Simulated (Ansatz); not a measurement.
A distorted cell of Cu (fcc, Cu type):

```
Cu
1.0
    0.00000     3.62969     3.62969
    1.81485     1.81485     3.62969
    1.81485     1.81485     0.00000
Cu
2
Cartesian
  0.00000   0.05000   0.00000
  1.81485   3.57969   5.44454
```

The numbers are results of PBE (plane waves to 420 eV, PAW, scalar-relativistic; Ansatz, an electronic-structure program), not measurements. k mesh 22×22×22 (Γ-centred), Fermi-Dirac smearing 0.05 eV. Compression counts positive. With partly filled bands, energies and forces of such displacements shift with the k mesh and the smearing. Cu is run without spin polarisation. Cu was relaxed with its symmetry unable to fall.

Problem. Predict the force on every atom, in eV/Å.

Solution. 
```tsv
atom	Fx	Fy	Fz
Cu1	0.000	-0.335	0.000
Cu2	0.000	0.335	0.000
```

(For displaced atoms, the force is minus the slope of the energy, and its curvature is a force constant, which sets phonon frequencies.)
